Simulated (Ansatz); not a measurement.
# From three elastic constants to directional properties of YPd₃

These are results of DFT LDA, scalar-relativistic, plane waves, PAW (Ansatz 0.2.0), not measurements. Cutoff 420 eV, 10×10×10 k-points (Γ-centred), Fermi-Dirac smearing of 0.15 eV. No spin polarisation.

The cell, relaxed at this level:
```yaml
crystal:
  lattice:
    - [4.01643, 0.00000, 0.00000]
    - [0.00000, 4.01643, 0.00000]
    - [0.00000, 0.00000, 4.01643]
  atoms:
    - { symbol: Y, position: [0.00000, 0.00000, 0.00000] }
    - { symbol: Pd, position: [0.00000, 0.50000, 0.50000] }
    - { symbol: Pd, position: [0.50000, 0.00000, 0.50000] }
    - { symbol: Pd, position: [0.50000, 0.50000, 0.00000] }
```

In a metal, frequencies and elastic constants depend on the k mesh and the smearing, soft modes and shear constants most.

With ions relaxed, on the cubic axes: C11 = 223.6, C12 = 131.3, C44 = 85.8 GPa. The density is 10.461 g/cm³.

Question: Is the crystal stable against strain, and how anisotropic is it?

Answer: Born's conditions hold: C11 + 2C12 = 486.2, C11 − C12 = 92.3 and C44 = 85.8 GPa are all positive. B = (C11 + 2C12)/3 = 162.1 GPa. The two shear moduli are C44 and C′ = (C11 − C12)/2 = 46.2 GPa, so Zener's ratio is A = C44/C′ = 1.86: the tetragonal shear C′ is the soft one, as in many fcc and bcc metals and zincblende crystals. The Cauchy pressure C12 − C44 is 45.5 GPa; it would vanish for pair forces between atoms on inversion centres at zero pressure, and a positive value is usual with metallic or many-body binding, and where atoms off inversion centres relax under shear, which lowers C44.

Question: Give the sound speeds along the three symmetry directions.

Answer: The Christoffel equation gives ρv² for each branch:
```
direction branch                    ρv²    GPa v (m/s)
    [100]              L                    C11  223.6     4623
    [100]         T (×2) C44   85.8     2863
    [110]              L   (C11 + C12 + 2C44)/2  263.2     5016
    [110]   T, u ∥ [001]                    C44   85.8     2863
    [110]  T, u ∥ [1-10]          (C11 − C12)/2   46.2     2101
    [111]              L  (C11 + 2C12 + 4C44)/3  276.4     5140
    [111]         T (×2) (C11 − C12 + C44)/3   59.4     2382
```

Question: How does Young's modulus depend on direction?

Answer: Inverting gives S11 = 7.907, S12 = -2.925, S44 = 11.662 TPa⁻¹. Along a unit vector (l, m, n), 1/E = S11 − 2(S11 − S12 − S44/2)(l²m² + m²n² + n²l²), where the last bracket is 0, 1/4 and 1/3 for [100], [110] and [111]: E = 126, 185 and 219 GPa. With A > 1 the body diagonal is stiffest. For a film on (001), the biaxial modulus is C11 + C12 − 2C12²/C11 = 201 GPa and the normal strain is −2C12/C11 = -1.17 times the in-plane one.